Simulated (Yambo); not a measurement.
SrTiO3 (cubic perovskite, space group Pm-3m, No. 221); a = 3.9127 Å, b = 3.9127 Å, c = 3.9127 Å, α = 90.00°, β = 90.00°, γ = 90.00°. With the G0W0 scissor the direct gap on the mesh is 3.80 eV.

Problem. Can the lowest exciton of this BSE run be trusted, and with what binding energy? (Yambo, PBEsol bands; 6×6×6 mesh, 8 valence and 6 conduction bands, static screening with 82 bands and a 3 Ry block, scissor 1.62 eV, Tamm-Dancoff.)

Solution. No. The lowest state covers only about 1 of the 216 k points, so the mesh doesn't resolve it: its energy and its distance from the direct gap are mesh artefacts. An extended exciton needs a far denser mesh. The scissor comes from a G0W0 run whose convergence isn't established. The cell is held in this high symmetry; tilts and polar distortions were not searched.

Geometry of the Materials Project entry, not relaxed at this level.
